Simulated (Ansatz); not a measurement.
TiO2:
Space group I4₁/amd, origin choice 1 (No. 141); a = b = 3.7690 Å, c = 9.5606 Å, α = β = γ = 90.00°

| atom | site | symmetry | x | y | z |
|---|---|---|---|---|---|
| Ti | 4a | -4m2 | 0.0000 | 0.0000 | 0.0000 |
| O | 8e | 2mm. | 0.0000 | 0.0000 | 0.2074 |
(The calculation used a cell of 6 atoms; values per cell refer to that cell.)

Relaxed with PBEsol. 

Problem. HSE06 on this cell (Ansatz, a program for electronic structure, PAW) gives a gap of 3.66 eV. What does PBEsol give?

Solution. 2.11 eV.

Cost on shared cores: the PBEsol run (SCF on a 10×10×10 mesh, then bands and DOS) about 40 core-seconds (a rough figure), the HSE06 run (SCF on 6×6×6, then a few points) about 4 core-minutes (a rough figure); the tasks are unlike.

Space group I4_1/amd (anatase). The cell was relaxed with PBEsol under the symmetry of its start. The run is not spin-polarised.

Potentials: the earlier of the program's two PAW sets. The files were generated under PBE; for other functionals the program regenerates the frozen cores, and for LDA and PBEsol the local potential too.

Ansatz is a plane-wave DFT program.
